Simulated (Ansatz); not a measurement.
One crystal and one scan (energy over volume and axial ratio) at two levels, PBE (plane waves to 420 eV, PAW, scalar-relativistic; Ansatz, a first-principles code) and PBEsol (plane waves to 420 eV, PAW, scalar-relativistic; Ansatz), each from its own relaxed cell and on its own mesh.

The crystal is MgF$_{2}$ (rutile); volume and axial ratio are varied about the relaxed values (subscript 0).

Energies are smeared free energies. MgF2 was relaxed with its symmetry unable to fall. As the atoms are clamped, bonds stretch with the cell, which overstates energies and stresses. Both scans cover V/V₀ from 0.920 to 1.080 and (c/a)/(c/a)₀ from 0.920 to 1.080.

| quantity | run 1 | run 2 |
|---|---|---|
| Lattice constant a (Å) | 4.698 | 4.639 |
| Lattice constant c (Å) | 3.093 | 3.062 |
| Relaxed volume (Å³/atom) | 11.38 | 10.98 |
| Modulus against c/a change at fixed volume, (3/4V)·∂²E/∂(ln c/a)² (fit, atoms clamped) (GPa) | 59 | 62 |

### Question
Which run is which level?

### Answer
Run 1 is PBE, run 2 is PBEsol. PBE gives the higher value for: lattice constant a; lattice constant c; relaxed volume. PBE gives the lower value for: modulus against c/a change at fixed volume.

(Under strain, the slope of the energy per volume gives the stress and its curvature an elastic modulus.)
